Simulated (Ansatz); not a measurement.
Zincblende alloy of GaAs and InP (12 of 32 As sites, 12 of 32 Ga sites exchanged), 64 atoms

Level of theory: DFT, PBEsol, PAW, plane waves in Ansatz 0.2.0.

Command:

```sh
ansatz run in.yaml --threads 4 --pin off --max-ram 42750MiB --runs-dir r --events-out ev --progress --plain --backend cuda --devices 0, --max-vram 37GiB
```

The input less its lattice and atoms:

```yaml
crystal:
  symmetry: { detect: false }
kpoints:
  mp_grid: { grid: [1, 1, 1], shift: [0.25, 0.25, 0.25] }
hamiltonian:
  xc: pbesol
scf:
  occupations: { method: fermi_dirac, width: 0.01 }
relax:
  f_tol: 0.03
  max_steps: 80
  escape_saddle: false
  adjacent_minimum: "off"
  cell: { fix: [shape] }
output:
  forces: true
  eigenvalues: true
  populations: true
```

Start:

```xyz
64
Lattice="11.4857 0.0000 0.0000 0.0000 11.4857 0.0000 0.0000 0.0000 11.4857" Properties=species:S:1:pos:R:3 pbc="T T T"
In    0.0261   11.4850    0.0059
In   11.4670    5.7147   11.4779
In    5.7479    0.0242   11.4837
In    5.7466   11.4528    5.7717
In    2.8562    2.9253    0.0021
In    8.6169    8.6172   11.4851
In    8.6026    8.5807    5.7328
In    8.5799   11.4821    8.6017
In    8.6117    5.7300    2.8572
In    8.5813    5.7661    8.6193
In   11.4821    8.6320    2.8727
In    5.7319    2.8609    2.8947
Ga    0.0175    0.0367    5.6964
Ga    0.0099    5.7260    5.7627
Ga    5.7141    5.7496    0.0377
Ga    5.7682    5.7326    5.7554
Ga    2.8731    2.8571    5.7626
Ga    2.8617    8.6233    0.0095
Ga    2.9106    8.6111    5.7528
Ga    8.5646    2.8812    0.0015
Ga    8.6144    2.9203    5.7468
Ga    2.8688    0.0013    2.8796
Ga    2.8690   11.4844    8.6078
Ga    2.8606    5.7731    2.9027
Ga    2.8667    5.7219    8.6288
Ga    8.6567   11.4720    2.8507
Ga   11.4837    2.8690    2.8695
Ga   11.4654    2.8647    8.6260
Ga   11.4601    8.6027    8.5910
Ga    5.7756    2.8819    8.5760
Ga    5.7561    8.5954    2.8487
Ga    5.7715    8.6270    8.6046
P     1.4510    1.4366    1.4397
P     1.4619    1.4278    7.1848
P     1.4374    7.1926    1.4014
P    10.0535    4.3278    7.1664
P    10.0340   10.0428    1.4182
P    10.0831    9.9892    7.1492
P     4.2987    1.4602   10.0744
P     4.3246    7.1857    4.2953
P    10.0581    1.4426   10.0684
P     1.4669    4.3225    4.3356
P     1.4470    4.3258   10.0834
P     7.1526   10.0463   10.0623
As    1.4211    7.1478    7.1489
As    7.1547    1.4590    1.4445
As    7.1615    1.4844    7.1523
As    7.1807    7.2126    1.4228
As    7.1554    7.1894    7.1487
As    4.3168    4.3025    1.4158
As    4.3127    4.3019    7.1476
As    4.3210   10.0522    1.4196
As    4.3169   10.0710    7.1255
As   10.0547    4.3514    1.4630
As    4.3182    1.4457    4.3268
As    4.3256    7.1659   10.0044
As   10.0698    1.4331    4.2810
As   10.0383    7.1893    4.2800
As   10.0507    7.1615   10.0593
As    1.4154   10.0571    4.2874
As    1.4640   10.0250   10.0389
As    7.1717    4.3280    4.2897
As    7.1829    4.2960   10.0087
As    7.2086   10.0616    4.3265
```

Steps:

| step | energy less the first (eV) | largest force component (eV/Å) | pressure (GPa) |
| --- | --- | --- | --- |
| start | 0.000 | 2.392 | 0.98 |
| 1 | -4.042 | 0.473 | -0.84 |
| 2 | -4.285 | 0.091 | -0.13 |
| 3 | -4.291 | 0.050 | 0.04 |
| 4 | -4.294 | 0.003 | 0.00 |
| 5 | -4.292 | 0.003 | 0.00 |

A structure on the way, about -4.29 eV from the start:

```
In Ga P As
1.0
    11.46887    0.00000    0.00000
     0.00000   11.46887    0.00000
     0.00000    0.00000   11.46887
In Ga P As
12 20 12 20
Direct
  0.00074 0.00769 0.00272
  0.01069 0.49885 0.99697
  0.49599 0.99881 0.99302
  0.49834 0.00098 0.49991
  0.24750 0.24864 0.99467
  0.74566 0.75648 0.99931
  0.75449 0.75457 0.50418
  0.75678 0.00141 0.75191
  0.74958 0.49784 0.24941
  0.75156 0.49368 0.74483
  0.00592 0.75278 0.24893
  0.50239 0.25215 0.25188
  0.00521 0.00469 0.50759
  0.00632 0.48816 0.50053
  0.49559 0.50060 0.99773
  0.48951 0.50335 0.49958
  0.23913 0.25162 0.50097
  0.25008 0.74530 0.00139
  0.25254 0.74480 0.49872
  0.75577 0.24822 0.99483
  0.75803 0.25349 0.50430
  0.24436 0.00187 0.25084
  0.24649 0.00410 0.74556
  0.24790 0.50462 0.25678
  0.24686 0.49767 0.74770
  0.75612 0.00040 0.24861
  0.00750 0.24812 0.25644
  0.00261 0.24972 0.74360
  0.00691 0.75417 0.74172
  0.49391 0.25100 0.74902
  0.48864 0.74551 0.25315
  0.49339 0.74884 0.75281
  0.12709 0.12756 0.13743
  0.12400 0.12724 0.62601
  0.13809 0.62450 0.12674
  0.88589 0.36712 0.61885
  0.87178 0.88153 0.12908
  0.89124 0.87958 0.62600
  0.37136 0.12410 0.85911
  0.37103 0.62397 0.37665
  0.88065 0.13961 0.87192
  0.12639 0.37528 0.37481
  0.12488 0.37175 0.85756
  0.61719 0.87001 0.86306
  0.12583 0.62097 0.62082
  0.63803 0.12362 0.12095
  0.62754 0.13812 0.62646
  0.60982 0.62543 0.12455
  0.60998 0.62589 0.62454
  0.37113 0.38731 0.12618
  0.36926 0.37466 0.62276
  0.36491 0.87130 0.13027
  0.36702 0.86900 0.63007
  0.88099 0.36176 0.12401
  0.35916 0.12750 0.37520
  0.37094 0.62198 0.87417
  0.87815 0.12417 0.37907
  0.88595 0.61651 0.38273
  0.88324 0.63387 0.86667
  0.13206 0.88209 0.38535
  0.13086 0.87216 0.87146
  0.62533 0.37792 0.39293
  0.61792 0.36766 0.88100
  0.62452 0.87398 0.36042
```

End:

```xyz
64
Lattice="11.4709 0.0000 0.0000 0.0000 11.4709 0.0000 0.0000 0.0000 11.4709" Properties=species:S:1:pos:R:3 pbc="T T T"
In    0.0049    0.0896    0.0318
In    0.1246    5.7244   11.4361
In    5.6972   11.4528   11.3885
In    5.7159    0.0112    5.7345
In    2.8383    2.8536   11.4081
In    8.5503    8.6819   11.4661
In    8.6578    8.6568    5.7827
In    8.6840    0.0197    8.6286
In    8.5966    5.7081    2.8628
In    8.6220    5.6607    8.5426
In    0.0712    8.6362    2.8571
In    5.7629    2.8921    2.8869
Ga    0.0611    0.0550    5.8246
Ga    0.0740    5.5984    5.7413
Ga    5.6804    5.7411   11.4463
Ga    5.6117    5.7744    5.7290
Ga    2.7418    2.8855    5.7468
Ga    2.8688    8.5486    0.0165
Ga    2.8981    8.5418    5.7208
Ga    8.6720    2.8435   11.4105
Ga    8.6957    2.9082    5.7853
Ga    2.7997    0.0239    2.8787
Ga    2.8287    0.0474    8.5510
Ga    2.8416    5.7907    2.9445
Ga    2.8287    5.7085    8.5793
Ga    8.6749    0.0022    2.8494
Ga    0.0897    2.8456    2.9409
Ga    0.0309    2.8681    8.5268
Ga    0.0803    8.6525    8.5099
Ga    5.6619    2.8764    8.5950
Ga    5.6029    8.5500    2.9023
Ga    5.6584    8.5877    8.6331
P     1.4591    1.4631    1.5731
P     1.4232    1.4606    7.1817
P     1.5811    7.1665    1.4542
P    10.1611    4.2137    7.0962
P    10.0029   10.1085    1.4835
P    10.2235   10.0915    7.1830
P     4.2606    1.4192    9.8592
P     4.2559    7.1585    4.3186
P    10.1065    1.6060    9.9992
P     1.4509    4.3057    4.2983
P     1.4302    4.2656    9.8367
P     7.0824    9.9760    9.8910
As    1.4416    7.1243    7.1232
As    7.3206    1.4165    1.3881
As    7.1983    1.5836    7.1874
As    6.9964    7.1703    1.4274
As    6.9997    7.1781    7.1612
As    4.2539    4.4417    1.4492
As    4.2357    4.2968    7.1466
As    4.1851    9.9996    1.4934
As    4.2117    9.9673    7.2250
As   10.1062    4.1515    1.4212
As    4.1207    1.4639    4.3034
As    4.2546    7.1339   10.0273
As   10.0726    1.4235    4.3468
As   10.1633    7.0709    4.3891
As   10.1263    7.2731    9.9449
As    1.5158   10.1192    4.4234
As    1.5006   10.0072   10.0001
As    7.1708    4.3330    4.5090
As    7.0867    4.2184   10.1084
As    7.1620   10.0228    4.1343
```

The run converged.

Time: 14 s of wall time on one NVIDIA H100 with 4 processor threads, on a host shared with other runs; peak host memory 1.7 GiB.

(1) How much energy did the relaxation gain, and which atom moved most?

Results:

(1) 4.29 eV in 5 steps, from a start with small random displacements; atom 43 (P) moved 0.24 Å, the median atom 0.12 Å (drift of the whole cell removed).
